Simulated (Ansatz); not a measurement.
Data:

TiYS₂:
```
CELL_PARAMETERS angstrom
      3.54389     0.00000     0.00000
     -1.77194     3.06910     0.00000
      0.00000     0.00000     6.64796
ATOMIC_POSITIONS crystal
  S  0.66667 0.33333 0.77818
  Ti 0.00000 0.00000 0.00000
  S  0.33333 0.66667 0.22182
  Y  0.00000 0.00000 0.50000
```

This is the r²SCAN+D4-relaxed structure.

**Question.** All from the program Ansatz at the r²SCAN+D4 level (PAW), unless another level is named. Give the electronic character.

**Answer.** metallic (no gap).

**Question.** Next, the density of states at the Fermi level?

**Answer.** 1.0 states/eV per atom (mean over ±0.08 eV).

**Question.** And the formation energy from the elements (no fitted shifts)?

**Answer.** -1.80 eV/atom.

**Question.** What about the gap with spin–orbit coupling?

**Answer.** none (metallic).

Space group P-3m1. The cell is a constructed one: a structure type filled with these elements; neither database checked (COD, Materials Project) lists it. Its standing as an ambient phase is unchecked. The cell was relaxed with r²SCAN+D4 under the symmetry of its start; its stability against distortions is not shown here. No spin polarisation was allowed. With an odd number of electrons in the cell and no spin polarisation, the count alone makes it a metal. The references are the lowest solids computed at this level, not always the standard phases. Scalar-relativistic: spin–orbit coupling is off unless named, which matters more the heavier the elements.

Potentials: the later of the program's two PAW sets.
